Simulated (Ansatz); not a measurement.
Values for one crystal, relaxed and computed with the program Ansatz at the r²SCAN level (PAW); other levels are named.

| Item | Result |
|---|---|
| Volume per atom | 10.42 Å³ |
| Band gap | 0.41 eV (indirect) |
| Smallest direct gap on the standard path | 0.93 eV |
| Conduction-band minimum | at M |
| Pressure derivative B′ | 11.5 |
| Formation energy from the elements (no fitted shifts) | -0.63 eV/atom |
| Bulk modulus (Birch–Murnaghan fit) | 515 kbar |

Question: Pick the material that matches.
A) CuO, I4/mmm (Cu on 2a, O on 2b)
B) Ta2O5, C2/c (Ta on 8f, O on 8f, O on 8f, O on 4e)
C) In2O3, corundum
D) LaHfNO2, I2_12_12_1 (Pearson symbol oI20)

Answer: A, CuO, I4/mmm (Cu on 2a, O on 2b)

The start of the workflow was typed in or built on a structure type; neither database checked (COD, Materials Project) lists it. It is not the phase usual at ambient conditions (space group No. 15). The cell was relaxed with r²SCAN under the symmetry of its start, as lowered by the spin order; its stability against distortions is not shown here. Spin order of the final state: antiferromagnetic, the only order run, not a proven ground state. Other orbital occupations within this spin state were not tried. No Hubbard U is applied. The references are the lowest solids computed at this level, not always the standard phases (solids in place of the gases).

Potentials: the earlier of the program's two PAW sets. The files were generated under PBE; for other functionals the program regenerates the frozen cores, and for LDA and PBEsol the local potential too.
